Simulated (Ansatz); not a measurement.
**Nb (sc type) under strong compression**

```yaml
crystal:
  lattice:
    - [2.66024, 0.00000, 0.00000]
    - [0.00000, 2.66024, 0.00000]
    - [0.00000, 0.00000, 2.66024]
  atoms:
    - { symbol: Nb, position: [0.00000, 0.00000, 0.00000] }
```

The cell comes from a relaxation on PAW files under the same functional, begun from a prototype that needn't be the stable phase.

Its volume is scaled at fixed shape and fractional positions.

Computed with Ansatz 0.2.0; functional LDA, scalar-relativistic. Settings: a Γ-centred 14×14×14 k mesh, Fermi–Dirac smearing of 0.05 eV, no spin polarisation. Methods: LAPW: all electrons, basis error target 1 meV/atom; PAW: frozen-core files, cutoff 420 eV; crystal datasets: all electrons, by PAW datasets that the program makes for each cell; norm-conserving: pseudopotentials, cutoff 1116 eV; PAW (cutoff 250 eV): frozen-core files, cutoff 250 eV.

Energies are extrapolated to zero smearing and count from the unscaled cell; pressure is positive in compression; gaps take the mesh and a band path. No temperature or zero-point motion is included.

The PAW files were made under PBE.

```csv
V/V0,V (Å³/atom),P LAPW (GPa),ΔE LAPW (eV/atom),P PAW − LAPW (GPa),ΔE PAW − LAPW (meV/atom)
1.00,18.83,0.01,0.000,-0.01,0.0
0.90,16.94,19.58,?,-0.02,-0.2
0.80,15.06,52.3,0.509,-0.05,-0.6
0.70,13.18,109.7,1.428,-0.11,-1.5
0.60,11.30,212.6,3.258,-0.27,-3.5
0.50,9.41,?,6.826,-0.83,-9.4
0.40,7.53,888.2,14.130,-3.38,-30.3
```

Question: Give the missing entry: row "0.90", column "ΔE LAPW (eV/atom)".

Answer: 0.104.

Question: What belongs in the row "0.50", column "P LAPW (GPa)"?

Answer: 417.0.

Question: Fit the Vinet equation to the LAPW pressures over the whole range, with residuals weighted by 1/(|P| + 0.03·Pmax).

Answer: V0 = 18.87 Å³/atom, B0 = 136 GPa and B0′ = 4.73, and the fit misses no point by more than 22 GPa. A fit over so wide a range pins B0 less well than one near rest.

Question: At the smallest volume, how far do crystal datasets and norm-conserving and PAW (cutoff 250 eV) lie from LAPW in pressure?

Answer: crystal datasets: 0.00 GPa; norm-conserving: +10.75 GPa; PAW (cutoff 250 eV): +6.44 GPa, on a LAPW pressure of 888.2 GPa.

Question: How do the Löwdin populations by LAPW change from the unscaled cell to the last row?

Answer: Nb 4s 1.92 → 1.72, Nb 5s 0.67 → 0.39, Nb 4p 5.95 → 5.70, Nb 4d 4.42 → 5.12 electrons an atom. These are projections on the shells that the free atoms fill; 0.04 e a cell lies outside them at the start and 0.09 e at the end.
